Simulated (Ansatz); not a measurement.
With plane-wave PAW r²SCAN (Ansatz code), Ta2AlB2 in the hexagonal phase (P-6m2; Ta on 2h, Al on 1a, B on 1b, B on 1f) relaxes to a = 3.088 Å, c = 7.549 Å. Against the elements it lies at -0.63 eV/atom, with no fitted shifts.

Electronic character: metallic (no gap). Gap from r²SCAN with spin–orbit coupling: none (metallic).

The bulk modulus is 207 GPa. Bader charges are Ta +0.88, Al -0.07, B -0.85 to -0.83 e.

The start of the workflow was typed in or built on a structure type; neither database checked (COD, Materials Project) lists it. Its standing as an ambient phase is unchecked. The cell was relaxed with r²SCAN under the symmetry of its start; its stability against distortions is not shown here. No spin polarisation was allowed. The references are the lowest solids computed at this level, not always the standard phases. Scalar-relativistic: spin–orbit coupling is off unless named, which matters more the heavier the elements.

Potentials: the earlier of the program's two PAW sets. The files were generated under PBE; for other functionals the program regenerates the frozen cores, and for LDA and PBEsol the local potential too.
